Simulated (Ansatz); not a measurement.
Tl:
```
CELL_PARAMETERS angstrom
      3.49345     0.00000     0.00000
     -1.74673     3.02542     0.00000
      0.00000     0.00000     5.58922
ATOMIC_POSITIONS crystal
  Tl 0.33333 0.66667 0.75000
  Tl 0.66667 0.33333 0.25000
```

This is the PBE+D3(BJ)-relaxed structure. Tensor components refer to the Cartesian frame of this cell.

Question: All from PBE+D3(BJ) in the plane-wave PAW code Ansatz, unless another level is named. Give the bulk modulus (Birch–Murnaghan fit).

Answer: 32.2 GPa.

Question: What about the elastic constants (relaxed ions, GPa)?

Answer: C11 = 38.5, C12 = 30.3, C13 = 26.0, C33 = 51.3, C44 = 8.5.

Space group P6_3/mmc (hcp (Mg type)). Symmetry was held in the PBE+D3(BJ) relaxation. The pairwise dispersion correction was not fitted to metals. As this level gives no gap, shear constants depend on the k-mesh and smearing (Fermi–Dirac, 0.1 eV here). Scalar-relativistic: spin–orbit coupling is off unless named, which matters more the heavier the elements.

Potentials: the later of the program's two PAW sets.
